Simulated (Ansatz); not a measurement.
In2Se3:
```yaml
crystal:
  lattice:
    - [3.91239, 0.00000, 0.00000]
    - [-1.95620, 3.38823, 0.00000]
    - [0.00000, 0.00000, 9.79805]
  atoms:
    - { symbol: In, position: [0.00000, 0.00000, 0.42651] }
    - { symbol: In, position: [0.00000, 0.00000, 0.82511] }
    - { symbol: Se, position: [0.66667, 0.33333, 0.61593] }
    - { symbol: Se, position: [0.33333, 0.66667, 0.28674] }
    - { symbol: Se, position: [0.66667, 0.33333, 0.97071] }
```

DFT-r²SCAN+D4 in the program Ansatz with PAW potentials gives a gap of 0.52 eV without spin–orbit coupling, maximum on the K–Γ line, 61 % of the way from K, minimum at H.

Problem. What happens when spin–orbit coupling is switched on?

Solution. The gap shrinks by 0.04 eV, to 0.48 eV; maximum at Γ, minimum at H.

Problem. Give the electron effective mass with spin–orbit coupling.

Solution. 0.42, 0.47, 0.47 mₑ (principal values).

Problem. Give the hole effective mass with spin–orbit coupling.

Solution. 0.41, 0.41, 2.7 mₑ (principal values).

Space group P3m1. The start of the workflow was typed in or built on a structure type; neither database checked (COD, Materials Project) lists it. COD files the formula under space group No. 160, 166, 169, 170. Its standing as an ambient phase is unchecked. The r²SCAN+D4 relaxation kept the symmetry of its start; its stability against distortions is not shown here.

Potentials: the earlier of the program's two PAW sets.
